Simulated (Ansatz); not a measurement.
Starting structure of a cell relaxation (symmetry kept):

```
CELL_PARAMETERS angstrom
0.00000 2.40650 2.40650
2.40650 0.00000 2.40650
2.40650 2.40650 0.00000
ATOMIC_POSITIONS crystal
Ca 0.00000 0.00000 0.00000
O 0.50000 0.50000 0.50000
```

These are results of Ansatz 0.2.0, DFT r2SCAN, scalar-relativistic, plane waves, PAW, not measurements.

Cutoff 500 eV; k points 8×8×8 on the computed 2-atom cell (Γ-centred); Gaussian smearing, width 0.02 eV; no spin polarisation.

Task: What does it relax to?

Result: The volume goes down by 0.16 Å³/atom to 13.78 Å³/atom, and the energy falls by 0.7 meV/atom. Final structure:
```
CELL_PARAMETERS angstrom
0.00000 2.39745 2.39745
2.39745 0.00000 2.39745
2.39745 2.39745 0.00000
ATOMIC_POSITIONS crystal
Ca 0.00000 0.00000 0.00000
O 0.50000 0.50000 0.50000
```

Course of the relaxation (steps run on the plane waves of an earlier cell, and the basis is chosen afresh near the end, so energy and pressure can step there; trial steps that raised the energy were taken back; energies are free energies):

```csv
step,E − E_final (meV/atom),P (GPa),V (Å³/atom)
1,0.7,-1.29,13.94
2,0.0,0.30,13.74
3,0.0,-0.01,13.78
4,0.0,0.00,13.78
```

Cost: 1 run of about 0.25 core-minutes, on Intel Xeon Processor @ 2.50GHz (Skylake/Cascade Lake) (shared hosts).